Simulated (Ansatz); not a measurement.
The start is a generated cell, Zn placed in the beta-W structure type. Cell shape, volume and atoms are optimised at zero target pressure with r2SCAN (plane waves to 500 eV, PAW, scalar-relativistic; Ansatz, an electronic-structure program). The first steps use a coarse 7×7×7 k-mesh.

Input geometry:
```
CELL_PARAMETERS angstrom
      4.97895     0.00000     0.00000
      0.00000     4.97895     0.00000
      0.00000     0.00000     4.97895
ATOMIC_POSITIONS crystal
  Zn 0.25000 0.00000 0.50000
  Zn 0.75000 0.00000 0.50000
  Zn 0.00000 0.50000 0.25000
  Zn 0.00000 0.50000 0.75000
  Zn 0.50000 0.25000 0.00000
  Zn 0.50000 0.75000 0.00000
  Zn 0.00000 0.00000 0.00000
  Zn 0.50000 0.50000 0.50000
```

- Initial pressure = -4.4 GPa (negative: the cell is under tension)
- Outcome = The space group stays Pm-3n (No. 223) (the run could not lower it), with 8 atoms in the primitive cell
- Energy released = 0.01 eV/atom
- Volume change = -6.0 %, from 15.43 to 14.50 Å³/atom
- Shortest distances (start → end) = The closest pairs of elements (up to four, under 3.6 Å), start → end: Zn–Zn 2.49 → 2.44 Å
- Band gap at the end = no gap (metallic)
- Optimiser moves = 6

Final values are on a 10×10×10 k-mesh of the relaxed cell. No spin polarisation in the result.

The run could not lose the symmetry of its start: the end is stationary, and may be a saddle point rather than a minimum.

All atoms sit on sites fixed by symmetry, so only the cell could relax.

The relaxed structure here is a generated cell of Zn: the first start was made by placing the elements on the sites of a structure type, and the end was not matched to a known phase here, so it may be hypothetical. Known forms of Zn include space group No. 194.
